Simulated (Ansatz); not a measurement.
# Notes on Zr6BeAl2

```yaml
crystal:
  lattice:
    - [7.81254, 0.00000, 0.00000]
    - [-3.90627, 6.76586, 0.00000]
    - [0.00000, 0.00000, 3.31441]
  atoms:
    - { symbol: Zr, position: [0.25310, 0.00000, 0.50000] }
    - { symbol: Zr, position: [0.74690, 0.74690, 0.50000] }
    - { symbol: Zr, position: [0.00000, 0.25310, 0.50000] }
    - { symbol: Al, position: [0.33330, 0.66670, 0.50000] }
    - { symbol: Al, position: [0.66670, 0.33330, 0.50000] }
    - { symbol: Be, position: [0.00000, 0.00000, 0.00000] }
    - { symbol: Zr, position: [0.60350, 0.00000, 0.00000] }
    - { symbol: Zr, position: [0.39650, 0.39650, 0.00000] }
    - { symbol: Zr, position: [0.00000, 0.60350, 0.00000] }
```

The numbers come from plane-wave PAW DFT (Ansatz): PBE, no spin polarisation, 420 eV, 5×5×10 Γ-centred k points, fermi-dirac occupations (width 0.0124 eV). Nothing was relaxed.

(1) Where is the largest force?

(2) What is the formation energy?

(3) Which element gives electrons and which takes them?

(4) Metal or insulator?

Origin: a known structure type with other elements, at an estimated volume, so it need not be a known compound. Caveats: many states at the Fermi level without spin polarisation, so a magnetic state may lie lower.

Answers

(1) The largest is on Zr1 (and as large on other atoms): 0.10 eV/Å, components (0.10, 0.00, 0.00). It makes 140° with the line to a nearest neighbour, Be6 at 2.58 Å, pointing away from it.

(2) -0.22 eV an atom against the elements' usual phases (free molecules for gases, crystals otherwise, with no correction for O₂ or N₂), so it is bound against them; other compounds may still compete. Relaxing would lower it.

(3) Bader charges in e: Zr +0.53 to +0.62, Be -1.15, Al -1.14. In the mean Zr gives up most and Be takes most.

(4) It is a metal, with about 11 states/eV a cell as the mean within 0.25 eV of the Fermi level, mostly Zr d (76 %).
